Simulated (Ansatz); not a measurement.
input.yaml (Ansatz 0.2.0):

```yaml
crystal:
  lattice:
    - [3.8142439992, 0.0, 0.0]
    - [0.0, 3.8142439992, 0.0]
    - [0.0, 0.0, 3.8142439992]
  atoms:
    - { symbol: Eu, position: [0.0, 0.0, 0.0], spin: 7.37 }
    - { symbol: Sb, position: [0.5, 0.5, 0.5] }
basis:
  ecutwfc: 420
  ecutrho_ratio: 4
kpoints:
  mp_grid: { grid: [10, 10, 10] }
hamiltonian:
  xc: pbe
scf:
  occupations: { method: gaussian, width: 0.05 }
output:
  forces: true
  stress: true
  eigenvalues: true
  populations: true
magnetization:
  spin_polarized: true
```

Launched as:
```sh
ansatz run input.yaml --threads 2 --pin off --max-ram 2662MiB --backend cpu --events-out ev --progress --plain --runs-dir out
```

This is a trial structure made by placing the elements on a prototype's sites, so it needn't be the stable form.

Task: About how long does the run take on 2 threads of Arm Neoverse V2, on a shared host, and how much memory does it need?

Result: About 8.1 s, with a peak of 0.45 GiB.

The output:

```
Eu: projections on atomic orbitals take those of the free atom [Kr 4d10] 4f7 5s2 5p6 5d0 6s2, of charge +0.00 (hamiltonian.pseudopotentials.projection_atoms); the dataset's partial waves leave at most 1.0e-3 of an orbital's norm unspanned inside its sphere
Pseudopotentials: kind: paw
Pseudopotential: Eu, paw, valence charge 17, recommended cutoff 420 eV (normal), Eu.paw.azcp
Pseudopotential: Sb, paw, valence charge 15, recommended cutoff 420 eV (normal), Sb.paw.azcp
Crystal: 2 atoms, lattice volume = 55.491 Å³
Basis set: ecut = 420 eV, 1045 PW (Γ), exchange–correlation on 54×54×54 points (8 copies of the dense FFT grid, shifted against one another)
Bands: 24, of which v1, the nominal top of the filled ones, is band 16 counted from 1 (15 counted from 0)
Symmetry: 48 space group operations
Space group: Pm-3m (ITA 221), of the structure as read, at distance tolerance 3.8e-5 Å
Magnetic group: BNS 221.92 (UNI 1594), of the structure as read, at distance tolerance 3.8e-5 Å
k-points: 56 of 1000
Initial density: superposition of atomic densities (chi_scale 0.1, normalization cell)
Starting moments: Σ|m| = 7.37 μB on 1 of 2 sites
Initial wavefunctions: pseudopotential atomic-orbital guess
Functional: x = pbe(κ = 0.804, μ = 0.21951), c = pbe(β = 0.06672)
iter 1 solved again at ethr=4.94e-4 eV; its pass at ethr=3.10e-3 eV (dr2=1.58e-1 eV) is discarded
```

SCF trace (energy estimate counted from the last row):
```tsv
iteration	ΔE (eV)	density residual (eV)	M (μB)
1	0.715	1.58e-1	6.722
2	0.494	7.92e-2	6.692
3	0.185	4.91e-2	6.695
4	0.049	3.16e-2	6.722
5	-1.5e-03	4.94e-3	6.774
6	-2.4e-03	2.97e-4	6.775
7	-2.4e-03	3.66e-5	6.772
8	1.0e-06	6.76e-6	6.773
9	2.0e-06	1.44e-6	6.773
10	0.000	2.25e-7	6.773
11	0.000	8.55e-9	6.773
12	0.000	3.46e-8	6.773
13	0.000	8.29e-11	6.773
```

```
SCF 1 converged in 13 iterations: F = -15252.647884 eV  dr2 = 8.29e-11
the search or the solves at the SCF's close seem to have found levels that the self-consistency loop had missed (the run counts 1). By its estimate they hold under 1e-12 electrons; where the run keeps them, the occupations were computed again with them
SCF converged after 13 iterations
an eigenvalue changed by more than its tolerance at an iteration that met the thresholds in force, so the SCF went on 1 time: the last check found none over its tolerance
Magnetization: 6.7727 μB (19.3863 up, 12.6137 down)
Absolute magnetization: 6.9537 μB (∫|ρ↑−ρ↓|, with the PAW one-centre terms)
Per-site moments (μB) at R_I (Å): [(6.72122, 1.36258), (-0.08022, 1.36258)]
Free energy (F): -15252.647884 eV
E sigma→0 (E₀):  -15252.646298 eV
Entropy (-TS):   -0.003172 eV (-1.586 meV/atom)
Fermi energy:    12.728634 eV
--- Per-component energies (eV) ---
  E_band       = -101.922970
  E_kinetic    = 566.203506
  E_local      = -3205.066649  (includes V_loc(G=0)·N_el)
  E_nonlocal   = 827.613801
  E_hartree    = 1362.855993
  E_xc         = -319.675505
  E_vxc        = -304.437266  (∫ρ·V_xc dr)
  E_paw        = -10959.723123  (= ΣΔE_a)
  E_vpaw       = -711.947956  (= ΣTr[D̂ρ^β])
  E_aug_tail   = -0.000002  (compensation charges beyond the density's cutoff)
  E_ewald      = -3524.852733
  E_smearing   = -0.003172  (= −TS)
--- Forces (eV/Å), atoms counted from 1 ---
  atom   1  Eu     0.00000000     0.00000000     0.00000000
  atom   2  Sb     0.00000000     0.00000000     0.00000000
--- Stress (GPa, compression-positive) ---
        4.680867       0.000000       0.000000
        0.000000       4.680867       0.000000
        0.000000       0.000000       4.680867
  P = ⅓ Tr σ = 4.6809 GPa (46.809 kbar)
--- Löwdin populations: 2 sites ---
  site symbol       q [e]    m [muB]
     0     Eu     17.0963     6.9119
     1     Sb     14.8652    -0.1440
```

In short (PBE): pressure 4.7 GPa, gap on the mesh zero (metallic), site spin moments Eu 6.72; Sb -0.08 μB.

Total energies depend on the potentials used, so only differences within one code and one set of settings carry meaning.

Without a U the 4f levels of Eu lie too near the Fermi level, so their share of the states there, and what hangs on it, is overstated. These numbers lack spin–orbit coupling. Site moments are of spin, integrated over atomic spheres. Only parallel moments were tried, so the real magnetic order may be another.
